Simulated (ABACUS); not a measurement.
ABACUS run on TiSi2 (Fddd, 6 atoms in the cell; from Materials Project mp-2582, changed as shown): self-consistent single point.

Computed with LDA (PW92), PseudoDojo 0.4 standard norm-conserving LDA (tails mended) pseudopotentials (plane waves; ABACUS).

The change in words: lattice scaled by 1.02. Reference geometry (Fddd):
```
CELL_PARAMETERS angstrom
      0.00000     4.11752     4.26290
      2.38951     0.00000     4.26290
      2.38951     4.11752     0.00000
ATOMIC_POSITIONS crystal
  Ti 0.50000 0.50000 0.50000
  Ti 0.75000 0.75000 0.75000
  Si 0.83743 0.16257 0.83743
  Si 0.16257 0.83743 0.16257
  Si 0.41257 0.08743 0.41257
  Si 0.08743 0.41257 0.08743
```

Reference input (self-consistent single point, DFT, LDA (PW92), plane waves, PseudoDojo 0.4 standard norm-conserving LDA (tails mended) pseudopotentials): KPT = Gamma 8 8 8 0 0 0; basis_type = pw; dft_functional = PWLDA; ecutwfc = 84 Ry; smearing_method = fd; smearing_sigma = 0.00734986 Ry; potentials = PseudoDojo 0.4 standard norm-conserving LDA (tails mended); symmetry = 1; symmetry_prec = 1e-05; ks_solver = dav; scf_nmax = 100; scf_thr = 1.0e-09 Ry. This run's input differs from it in these lines:

```diff
@@ -28,5 +28,5 @@
 LATTICE_VECTORS
-   0.0000000000    4.1175150000    4.2629000000
-   2.3895100000    0.0000000000    4.2629000000
-   2.3895100000    4.1175150000    0.0000000000
+   0.0000000000    4.1998650000    4.3481580000
+   2.4373000000    0.0000000000    4.3481580000
+   2.4373000000    4.1998650000    0.0000000000
 
@@ -38,4 +38,4 @@
 2
-   4.5155194721    7.7809756640    8.0557134967 1 1 1
-   6.7732792081   11.6714634961   12.0835702450 1 1 1
+   4.6058294836    7.9365946104    8.2168277666 1 1 1
+   6.9087442253   11.9048919156   12.3252416499 1 1 1
 
@@ -44,6 +44,6 @@
 4
-   4.5155194721   13.0320449007    8.0557134967 1 1 1
-   4.5155194721    2.5299064274    8.0557134967 1 1 1
-   2.2577597360    6.4203942594    4.0278567483 1 1 1
-   2.2577597360    1.3605814046    4.0278567483 1 1 1
+   4.6058294836   13.2926848492    8.2168277666 1 1 1
+   4.6058294836    2.5805043716    8.2168277666 1 1 1
+   2.3029147418    6.5488016768    4.1084138833 1 1 1
+   2.3029147418    1.3877929336    4.1084138833 1 1 1
 # file: KPT
```

Output, abridged:

```
 SELF-CONSISTENT
 -------------------------------------------
                                 init_chg = atomic

 PW ALGORITHM --------------- ION=   1  ELEC=   1--------------------------------

 Notice: Threshold on eigenvalues was too large.

 Density error is 0.0765951638482
                          Error Threshold = 0.000188872955837
 E_KohnSham     -271.7482543176      -3697.3246802729
 E_Fermi        0.8579670541         11.6732406316

 PW ALGORITHM --------------- ION=   1  ELEC=   2--------------------------------

 Density error is 0.00639629308107
                          Error Threshold = 0.000191487909621
   [... lines left out ...]

 Density error is 4.34163010885e-09
                          Error Threshold = 1.14551703569e-09
 E_KohnSham     -271.7570134488      -3697.4438543665
 E_Fermi        0.8489685166         11.5508092489

 PW ALGORITHM --------------- ION=   1  ELEC=   8--------------------------------

 Density error is 6.68494338748e-11
                          Error Threshold = 1.08540752721e-11
 E_KohnSham     -271.7570134507      -3697.4438543924
 E_KS(sigma->0) -271.7542927311      -3697.4068371026
 E_entropy(-TS) -0.0054414393        -0.0740345796
 E_Fermi        0.8489723482         11.5508613803
 charge density convergence is achieved
 final etot is -3697.4438544 eV
 EFERMI = 11.55086138 eV

 STATE ENERGY(eV) AND OCCUPATIONS    NSPIN == 1
   [... 27 lines left out ...]

 TOTAL-FORCE (eV/Angstrom)
                       Ti1         0.0000000000         0.0000000000         0.0000000000
                       Ti2         0.0000000000         0.0000000000         0.0000000000
                       Si1         0.0000000000        -0.0388328133         0.0000000000
                       Si2         0.0000000000         0.0388328133         0.0000000000
                       Si3         0.0000000000         0.0388328133         0.0000000000
                       Si4         0.0000000000        -0.0388328133         0.0000000000

 TOTAL-STRESS (KBAR)
      -120.2405645345        -0.0000000000         0.0000000000
         0.0000000000      -107.9634070898         0.0000000000
        -0.0000000000         0.0000000000      -142.9429297855
 TOTAL-PRESSURE: -123.715634 KBAR

 --------------------------------------------
 !FINAL_ETOT_IS -3697.4438543923743055 eV
 --------------------------------------------
```

The run converged in 8 iterations. Against the reference run the free energy goes up by 48.1 meV/atom, the pressure goes from -5.24 to -12.37 GPa and the largest force goes from 0.068 to 0.039 eV/Å.

The structure comes from a collection of computed structures, made at another level of theory; the collection holds predicted forms beside known ones.

Cost on one core: around 10 core-minutes (rough).

“Tails mended”: in these copies of the files the far tail of each local potential was reset to the Coulomb form.
